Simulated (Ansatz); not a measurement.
A band-structure calculation of ZrSi₃O₈ on the sites of the anatase structure with the PAW code Ansatz, at the level PBE. The geometry is the r2SCAN minimum.

```yaml
crystal:
  lattice:
    - [4.8386749334, -1.8110614523, 0.0222727493]
    - [4.8386749334, 1.8110614523, 0.0222727493]
    - [-2.5636636763, 0.0, 6.7938350381]
  atoms:
    - { symbol: Zr, position: [-0.0075633753, -0.0075633753, 0.0079040027] }
    - { symbol: Si, position: [0.2665602671, 0.2665602671, 0.3842614597] }
    - { symbol: O, position: [0.4630437768, 0.4630437768, 0.4809643117] }
    - { symbol: O, position: [0.2237154203, 0.2237154203, 0.1157254519] }
    - { symbol: O, position: [0.0653629192, 0.0653629192, 0.3021325843] }
    - { symbol: O, position: [0.8110382692, 0.8110382692, 0.4047237218] }
    - { symbol: Si, position: [0.0111306661, 0.0111306661, 0.5060425243] }
    - { symbol: Si, position: [0.2337541163, 0.2337541163, 0.8584982718] }
    - { symbol: O, position: [0.4196695528, 0.4196695528, 0.9459733326] }
    - { symbol: O, position: [0.2135380568, 0.2135380568, 0.6059017059] }
    - { symbol: O, position: [0.0444622306, 0.0444622306, 0.7573899889] }
    - { symbol: O, position: [0.7552881002, 0.7552881002, 0.8804826446] }
kpoints:
  mp_grid: { grid: [8, 8, 4] }
  band_path:
    path:
      - [[0.0, 0.0, 0.0], [-0.2898714514823, 0.2898714514823, -2.601684370727e-18]]
      - [[0.2898714514823, 0.7101285485177, -1.353633807831e-16], [0.5, 0.5, -1.353633807831e-16], [0.0, 0.0, 0.0], [0.5, 0.5, -0.5], [0.2713402608967, 0.7286597391033, -0.5]]
      - [[-0.2713402608967, 0.2713402608967, -0.5], [5.175296072034e-20, 3.055828419995e-20, -0.5], [0.0, 0.0, 0.0]]
      - [[-4.592053088846e-17, 0.5, -0.5], [0.0, 0.0, 0.0], [-5.310142483366e-17, 0.5, -6.768169039155e-17]]
    npoints: 10
hamiltonian:
  xc: pbe
scf:
  occupations: { method: fermi_dirac, width: 0.02 }
  n_extra_bands: 7
output:
  forces: true
  stress: true
  eigenvalues: true
```

In the abridged output below, numbers in square brackets stand for lines, or ends of lines, that were taken out.
```
[1]
Pseudopotential: Zr, paw, valence charge 12, recommended cutoff 420 eV (normal)
Pseudopotential: Si, paw, valence charge 4, recommended cutoff 420 eV (normal)
Pseudopotential: O, paw, valence charge 6, recommended cutoff 420 eV (normal)
Functional definition: PBE
Crystal: 12 atoms, lattice volume = 119.277 Å³
Basis set: ecut = 420 eV, 2321 PW (Γ)
[2]
preconditioner: auto → Resta (q_TF=auto, 2.508 Å⁻¹)  ε∞=4.4  [insulator: Δε(μ)=4.054 eV  σ=0.020 eV  ℏωp=28.4 eV]
SCF 1 converged in 8 iterations: F = -10642.308661 eV  dr2 = 6.81e-8
SCF converged after 8 iterations
Free energy (F): -10642.308661 eV
Fermi energy:    10.443836 eV
--- Forces (eV/Å), atoms counted from 1 ---
[3]
--- Stress (GPa, compression-positive) ---
        6.981133       0.000000       0.283088
        0.000000       6.255802       0.000000
        0.283088       0.000000       6.655140
  P = ⅓ Tr σ = 6.6307 GPa (66.307 kbar)
```

Problem. What stood in the gaps? They hold the forces, the band count, the symmetry found.

Solution.
```
[1]
scf.n_extra_bands = 7 over 36 filled bands (N_el = 72.0): the run solves 43 bands
[2]
Symmetry: 2 space group operations
Space group: Cm (ITA 8)
[3]
  atom   1  Zr      0.02748      0.00000      0.03078
  atom   2  Si    -0.00983      0.00000    -0.04359
  atom   3  O       0.11435      0.00000      0.04235
  atom   4  O     -0.00421      0.00000    -0.02068
  atom   5  O       0.00553      0.00000    -0.22528
  atom   6  O     -0.09515      0.00000    -0.04460
  atom   7  Si    -0.01130      0.00000    -0.01531
  atom   8  Si    -0.08198      0.00000      0.08666
  atom   9  O       0.21609      0.00000      0.05088
  atom  10  O       0.09977      0.00000    -0.00703
  atom  11  O     -0.28468      0.00000      0.11222
  atom  12  O       0.02395      0.00000      0.03364
```

The PBE gap is indirect, 4.07 eV (Γ–C (0.86 of the way from Γ) to M₂–D (0.40 of the way from M₂)), below the direct gap of 4.14 eV at Γ–C (0.90 of the way from Γ). The lowest empty level at D lies only 4 meV higher, so the place of the conduction bottom isn't settled. With the atoms held, the mean pressure is +6.63 GPa (compression positive). The largest force is 0.31 eV/Å.

It took 11 s on 1 × NVIDIA H100 80GB HBM3 with 2 threads of AMD EPYC 7R13 Processor (Zen 3), on a shared host, load about 1.8 per core; peak host memory 1.2 GiB.

Values at 0 K without nuclear motion; spin polarisation is off, and the phase may be a hypothetical one.

The runs are scalar-relativistic, without spin-orbit coupling.
